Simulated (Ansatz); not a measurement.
**Sn (alpha)**

Method: r²SCAN, scalar-relativistic; no spin polarisation; PAW, 500 eV, Γ-centred 12×12×12 mesh, 0.05 eV Gaussian smearing; code Ansatz. The datasets are Ansatz's generated set soft_2.

```cif
data_structure
_symmetry_space_group_name_H-M 'Fd-3m:1'
_symmetry_Int_Tables_number 227
_cell_length_a 6.5654
_cell_length_b 6.5654
_cell_length_c 6.5654
_cell_angle_alpha 90.000
_cell_angle_beta 90.000
_cell_angle_gamma 90.000
_cell_volume 283.00
loop_
_atom_site_label
_atom_site_type_symbol
_atom_site_symmetry_multiplicity
_atom_site_Wyckoff_symbol
_atom_site_fract_x
_atom_site_fract_y
_atom_site_fract_z
_atom_site_occupancy
Sn1 Sn 8 a 0.25000 0.25000 0.25000 1
```

Problem. Which orbitals carry the states at the Fermi level, and how many states are there?

Solution. Within 0.1 eV of it: Sn 5p 95 % (shares among the projected shells). The density of states at the Fermi level is about 0.026 states/eV per cell, averaged over 0.3 eV.

Density of states (tetrahedra, averaged over 0.5 eV; states/eV per cell of 2 atoms; energy in eV from the Fermi level; projections on Löwdin-orthogonalised atomic orbitals, summed over sites):

```csv
E,total,Sn 5p,Sn 5s
-7.60,0.18,0.06,0.12
-7.10,0.60,0.21,0.38
-6.60,1.05,0.45,0.59
-6.10,0.71,0.32,0.39
-5.60,0.45,0.20,0.25
-5.10,0.32,0.14,0.18
-4.60,0.23,0.10,0.13
-4.10,0.17,0.07,0.09
-3.60,0.43,0.36,0.07
-3.10,1.52,1.41,0.08
-2.60,1.71,1.61,0.08
-2.10,1.73,1.65,0.06
-1.60,1.51,1.46,0.04
-1.10,0.96,0.93,0.02
-0.60,0.37,0.36,0.01
-0.10,0.08,0.07,0.00
0.40,0.14,0.07,0.06
0.90,0.65,0.40,0.22
1.40,1.90,1.24,0.54
1.90,1.32,0.87,0.34
2.40,1.21,0.85,0.25
2.90,1.27,1.00,0.15
3.40,1.75,1.39,0.13
3.90,1.33,1.02,0.08
4.40,1.81,1.23,0.09
4.90,1.28,0.83,0.08
5.40,1.39,0.89,0.10
5.90,1.13,0.63,0.07
```

At this volume the filled and empty bands only touch, so this is a zero-gap semimetal rather than a metal, and a semilocal functional can cause such a touching.
